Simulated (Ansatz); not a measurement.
All numbers below come from Ansatz 0.2.0, DFT PBE, scalar-relativistic, plane waves, PAW. Settings: cutoff 420 eV, Γ-centred meshes spaced at most about 0.3 Å⁻¹, and about 0.25 Å⁻¹ or finer for metals (2π included), Gaussian smearing. No spin polarisation in the final relaxations.

These are static total energies at zero pressure.

Two forms of In₄Ru were relaxed alike.

A.

```
CELL_PARAMETERS angstrom
0.00000 4.03143 4.03143
4.03143 0.00000 4.03143
4.03143 4.03143 0.00000
ATOMIC_POSITIONS crystal
In 0.62543 0.12486 0.12486
In 0.12486 0.62543 0.12486
In 0.12486 0.12486 0.62543
In 0.12486 0.12486 0.12486
Ru 0.75000 0.75000 0.75000
```

B.

```
CELL_PARAMETERS angstrom
5.18094 0.00000 0.00000
0.00000 5.18094 0.00000
0.00000 0.00000 5.18094
ATOMIC_POSITIONS crystal
In 0.28633 0.28633 0.28633
In 0.71367 0.71367 0.28633
In 0.28633 0.71367 0.71367
In 0.71367 0.28633 0.71367
Ru 0.00000 0.00000 0.00000
```

Question: Which would you expect to be lower, and how large is the difference?

Answer: B is lower, by 246 meV/atom. A has space group F-43m (No. 216), 26.2 Å³/atom and a gap of 0.25 eV on its mesh; B has space group P-43m (No. 215), 27.8 Å³/atom and no gap. Counting all near atoms (those within 1.25 times the shortest distance at each site; a plus sign parts nearer from farther groups), A has In 6+3, Ru 12 and B has In 1+3, Ru 4. The lower one is the more open, so pressure narrows the difference. Even the lower one lies +0.49 eV/atom against the reference forms of the elements (uncorrected), so neither is stable at this level. In A, around In lie 6 In at 2.85 Å and 3 Ru at 3.34 Å; around Ru lie 12 In at 3.34 Å. In B, In is surrounded by 1 Ru at 2.57 Å; around Ru lie 4 In at 2.57 Å. Both come from invented guesses. A third cell relaxed alike, in Im-3m, lies 0.51 eV/atom below the lower of the two.

Kohn–Sham gaps at this level usually fall short of measured ones. Cells relaxed within their symmetry can be saddle points.
